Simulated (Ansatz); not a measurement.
The start is a generated trial cell of Cd in the AFLOW prototype A_hP3_152_a (A8, as in Se). The cell and all atomic positions are relaxed at zero pressure with r2SCAN (plane waves to 500 eV, PAW, scalar-relativistic; Ansatz, a first-principles code). First-step values are on the input's coarse k-mesh.

Ansatz input (later rounds restart from its end on a renewed k-mesh):
Ansatz 0.2 input:
```yaml
crystal:
  lattice:
    - [4.0409941, 0, 0]
    - [-2.020497, 3.4996035, 0]
    - [0, 0, 4.584643]
  atoms:
    - { symbol: Cd, position: [0.2254, 0, 0.83333333] }
    - { symbol: Cd, position: [0, 0.2254, 0.16666667] }
    - { symbol: Cd, position: [0.7746, 0.7746, 0.5] }
basis: { ecutwfc: 500, ecutrho_ratio: 4, xc_grid: 4, fft_grid_basis: typed }
kpoints: { mp_grid: { grid: [9, 9, 7] } }
hamiltonian:
  xc: r2scan
  dispersion: none
  pseudopotentials: { azcp: { folder: ./paw }, kind: paw }
scf: { occupations: { method: fermi_dirac, width: 0.05 } }
relax: { f_tol: 0.01, max_steps: 100, cell: { stress_tol: 0.02 } }
output: { forces: true, stress: true }
```

```json
{
 "initial_pressure": "+41.9 GPa (positive: the cell is compressed)",
 "largest_initial_force": "9.66 eV/Å, on Cd1, Cd2, Cd3 (atoms numbered as listed)",
 "outcome": "The space group goes from P3₁21 (No. 152) to R-3m (No. 166), with 1 atom in the primitive cell",
 "energy_released": "1.71 eV/atom",
 "optimiser_moves": "20"
}
```

Final structure:

```cif
data_Cd3
_chemical_formula_sum 'Cd3'
_space_group_name_H-M_alt 'R-3m :H'
_space_group_IT_number 166
_space_group_name_Hall '-R 3 2"'
_cell_length_a 4.78162
_cell_length_b 4.78162
_cell_length_c 3.39093
_cell_angle_alpha 90.000
_cell_angle_beta 90.000
_cell_angle_gamma 120.000
loop_
_atom_site_label
_atom_site_type_symbol
_atom_site_symmetry_multiplicity
_atom_site_Wyckoff_symbol
_atom_site_fract_x
_atom_site_fract_y
_atom_site_fract_z
_atom_site_occupancy
Cd1 Cd 3 a 0.00000 0.00000 0.00000 1
```
(The calculation used a cell of 1 atom; values per cell refer to that cell.)

Final values are on a 18×18×18 k-mesh of the relaxed cell. No spin polarisation in the result.

The run could not lower the symmetry of its start; a shaken copy of this end point relaxes with r2SCAN to P-1 (No. 2) at a tolerance of 0.01 Å, Fmmm (No. 69) at 0.1 Å, 0.07 eV/atom lower.

The relaxed structure here is a generated cell of Cd: the first start was made by placing the elements on the sites of a structure type, and the end was not matched to a known phase here, so it may be hypothetical. Known forms of Cd include space group No. 194.
